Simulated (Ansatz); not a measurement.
Ta₂Se (space group P4/nmm)

```yaml
crystal:
  lattice:
    - [3.33302, 0.00000, 0.00000]
    - [0.00000, 3.33302, 0.00000]
    - [0.00000, 0.00000, 9.70834]
  atoms:
    - { symbol: Ta, position: [0.50000, 0.00000, 0.75641] }
    - { symbol: Ta, position: [0.00000, 0.50000, 0.24359] }
    - { symbol: Ta, position: [0.00000, 0.50000, 0.92332] }
    - { symbol: Ta, position: [0.50000, 0.00000, 0.07668] }
    - { symbol: Se, position: [0.00000, 0.50000, 0.63376] }
    - { symbol: Se, position: [0.50000, 0.00000, 0.36624] }
```

The slice is a (0 -1 1) plane (indices of the conventional cell) through the point (0.000, 0.500, 0.244) (fractional), spanned by u = [100] and v = [011] in vectors of this cell: u (3.33 Å) and v (10.26 Å, at 90° to u). It covers one period; positions are fractions (u, v).

Computed with LDA (plane waves to 420 eV, PAW, scalar-relativistic; Ansatz, a program for electronic structure). k mesh 14×14×5. Inside the PAW spheres the values are not all-electron values, and peaks at nuclei hang on which shells count as valence. Spin-orbit coupling is left out, though Ta is heavy. Ta2Se is run without spin polarisation. Ta2Se was relaxed with its symmetry unable to fall.

Task: Sketch the electrostatic potential energy of an electron, from the cell's mean on this plane as a map.

Result: 
| v \ u | 0.00 | 0.12 | 0.25 | 0.38 | 0.50 | 0.62 | 0.75 | 0.88 |
|---|---|---|---|---|---|---|---|---|
| 0.92 | x | x | 3.2 | 8.6 | 9.8 | 8.6 | 3.2 | x |
| 0.83 | 9.9 | 9.6 | 7.7 | 3.4 | <3.0 | 3.4 | 7.7 | 9.6 |
| 0.75 | <3.0 | <3.0 | 4.7 | 4.0 | <3.0 | 4.0 | 4.7 | <3.0 |
| 0.67 | <3.0 | 3.6 | 7.8 | 9.7 | 10.0 | 9.7 | 7.8 | 3.6 |
| 0.58 | 9.9 | 8.0 | <3.0 | x | x | x | <3.0 | 8.0 |
| 0.50 | 8.5 | 4.0 | x | x | x | x | x | 4.0 |
| 0.42 | 8.6 | 7.8 | 4.1 | <3.0 | x | <3.0 | 4.1 | 7.8 |
| 0.33 | 7.6 | 8.6 | 10.1 | 10.6 | 10.6 | 10.6 | 10.1 | 8.6 |
| 0.25 | 11.1 | 11.2 | 11.2 | 10.8 | 10.5 | 10.8 | 11.2 | 11.2 |
| 0.17 | 9.9 | 10.0 | 9.5 | 7.8 | 6.6 | 7.8 | 9.5 | 10.0 |
| 0.08 | x | x | <3.0 | 7.2 | 8.5 | 7.2 | <3.0 | x |
| 0.00 | x | x | x | 4.0 | 8.7 | 4.0 | x | x |

Values: electrostatic potential energy of an electron, from the cell's mean, in eV. Points within 1 Å of a nucleus are blanked (x), as the pseudised field means little there. Values under 3 eV are set to 3. The zero, the cell's mean, hangs on the PAW cores.
